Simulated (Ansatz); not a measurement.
Method: Ansatz, DFT PBE, scalar-relativistic, plane waves, PAW. Settings: cutoff 420 eV, Γ-centred meshes spaced at most about 0.3 Å⁻¹, and about 0.25 Å⁻¹ or finer for metals (2π included), Gaussian smearing. No spin polarisation in the final relaxations.

These are static total energies at zero pressure. All come from trial cells, and lower structures may exist.

Question: Order these relaxed structures of RbLa2Cl2 by energy, lowest first, with the energy over the lowest of them.
A.

```xyz
5
Lattice="4.8881 0.0000 0.0000 -2.4441 4.2332 0.0000 0.0000 0.0000 10.4544" Properties=species:S:1:pos:R:3 pbc="T T T"
Rb    0.0000    0.0000    0.0000
La    0.0000    2.8222    6.4752
La    2.4441    1.4111    3.9792
Cl    2.4441    1.4111    6.8895
Cl    0.0000    2.8222    3.5649
```

B.

```xyz
5
Lattice="7.1210 0.0000 0.0000 -3.5605 6.1670 0.0000 0.0000 0.0000 5.5750" Properties=species:S:1:pos:R:3 pbc="T T T"
Rb    0.0000    0.0000    2.7875
La    0.0000    4.1113    2.7875
La    3.5605    2.0557    2.7875
Cl    0.0000    4.1113    0.0000
Cl    3.5605    2.0557    0.0000
```

C.

```xyz
5
Lattice="-2.3367 2.3367 7.9799 2.3367 -2.3367 7.9799 2.3367 2.3367 -7.9799" Properties=species:S:1:pos:R:3 pbc="T T T"
Rb    0.0000    0.0000    0.0000
La    0.0000    2.3367    3.9900
La    2.3367    0.0000    3.9900
Cl    0.0000    0.0000    9.8573
Cl    0.0000    0.0000    6.1025
```

D.

```xyz
5
Lattice="-2.0608 2.0608 10.7690 2.0608 -2.0608 10.7690 2.0608 2.0608 -10.7690" Properties=species:S:1:pos:R:3 pbc="T T T"
Rb    0.0000    0.0000    0.0000
La    0.0000    0.0000    6.6283
La    0.0000    0.0000   14.9097
Cl    0.0000    0.0000    3.5525
Cl    0.0000    0.0000   17.9855
```

Answer: D (0 meV/atom), C (93 meV/atom), A (169 meV/atom), B (334 meV/atom). Forms: D I4/mmm; C I4/mmm; A P-3m1; B P6/mmm. Counting Cl atoms around La and Rb (those within 1.25 times the shortest such distance or 1.15 times the sum of covalent radii; the shortest distance is added where it is long for a bond): D has Rb 2, La 5; C has Rb 8 from 3.8 Å, La 4; A has Rb 6 from 4.5 Å, La 4; B has Rb 12 from 5.0 Å, La 2.

In I4/mmm at 36.6 Å³/atom, I4/mmm at 34.9 Å³/atom, P-3m1, P6/mmm an odd number of electrons in the primitive cell allows no gap without spin; a larger cell or a magnetic state could open one. A magnetic state wasn't ruled out in cells without spin, among them I4/mmm at 36.6 Å³/atom, I4/mmm at 34.9 Å³/atom, P-3m1, P6/mmm. Cells relaxed within their symmetry can be saddle points. Some structure types and database cells were kept out of the candidates from the start, so a known form may be missing.
